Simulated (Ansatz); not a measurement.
A: NaH (rock salt), a = b = c = 4.7915 Å, α = β = γ = 90.00°
B: CaTiO₃ (cubic perovskite), a = b = c = 3.8410 Å, α = β = γ = 90.00°
C: ZrC (rock salt), a = 4.6689 Å, b = 4.6689 Å, c = 4.6689 Å, α = 90.00°, β = 90.00°, γ = 90.00°

Scan: energy over volume and axial ratio (atoms clamped). One method and one kind of scan serve all of them; meshes and ranges differ. All were relaxed with their symmetry unable to fall. CaTiO3 is run without spin polarisation. This is a high-temperature form of CaTiO3. ZrC is run without spin polarisation.

Question: Rank these by shear modulus C′ = (C11 − C12)/2 (fitted) (highest first), as PBEsol (plane waves to 420 eV, PAW, scalar-relativistic; Ansatz, a first-principles code) gives it.

Answer: C (194 GPa), B (133 GPa), A (18 GPa)

(A scan under strain: stresses follow from slopes of the energy per volume, elastic moduli from its curvatures.)
